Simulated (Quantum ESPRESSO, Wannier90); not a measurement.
**Tight-binding from DFT: CdTe (wurtzite)**

```xyz
4
Lattice="4.6333 0.0000 0.0000 -2.3166 4.0125 0.0000 0.0000 0.0000 7.6024" Properties=species:S:1:pos:R:3 pbc="T T T"
Cd     2.3166    -1.3375     0.0027
Cd    -2.3166     1.3375    -3.7985
Te     2.3166    -1.3375     2.8482
Te    -2.3166     1.3375    -0.9530
```

Materials Project entry mp-12779; symmetrised, unrelaxed at this level. Not found in the COD (Crystallography Open Database) copy used, which has the formula in other groups; not checked further. Computed values, not measurements, from PBEsol: Quantum ESPRESSO (norm-conserving PseudoDojo potentials, cutoff 82 Ry, no spin polarisation, no spin-orbit coupling) on a Γ-centred 6×6×4 mesh, then Wannier90. Density: 12×12×4 mesh, Gaussian smearing 0.01 Ry. Spin-orbit coupling is left out although heavy elements are present.

A tight-binding model is made by disentanglement and projection with no localisation steps (num_iter = 0), so the 16 orbitals stay atom-like: hydrogen-like Cd: s;p; Te: s;p, axes along x, y, z; frozen window up to 2.09 eV relative to the valence-band maximum. It follows pw.x to 2.5 meV rms for states up to 1.6 eV relative to the valence-band maximum. Matrix elements depend on this choice of orbitals and windows. Bands 21–30 (Cd 4d 96 %) lie between the kept ones and are excluded.

**Question.** What are the on-site energies relative to the valence-band maximum, and how fast do the hoppings decay?

**Answer.** 
| atom | orbitals | energy (eV) |
|---|---|---|
| Cd1 | s | -0.43 |
| Cd1 | pz | 4.46 |
| Cd1 | px py | 4.54 |
| Cd2 | s | -0.43 |
| Cd2 | pz | 4.46 |
| Cd2 | px py | 4.54 |
| Te3 | s | -9.19 |
| Te3 | pz | 0.48 |
| Te3 | px py | 0.51 |
| Te4 | s | -9.19 |
| Te4 | pz | 0.48 |
| Te4 | px py | 0.51 |

| distance of the centres (Å) | largest modulus (eV) |
|---|---|
| 2–3 | 1.8 |
| 3–4 | 2.3 |
| 4–5 | 0.38 |
| 5–6 | 0.058 |
| 6–7 | 0.046 |
| 7–8 | 0.11 |
| 8–9 | 0.019 |
| 9–10 | 0.014 |
| 10–11 | 0.010 |
| 11–12 | 0.0087 |
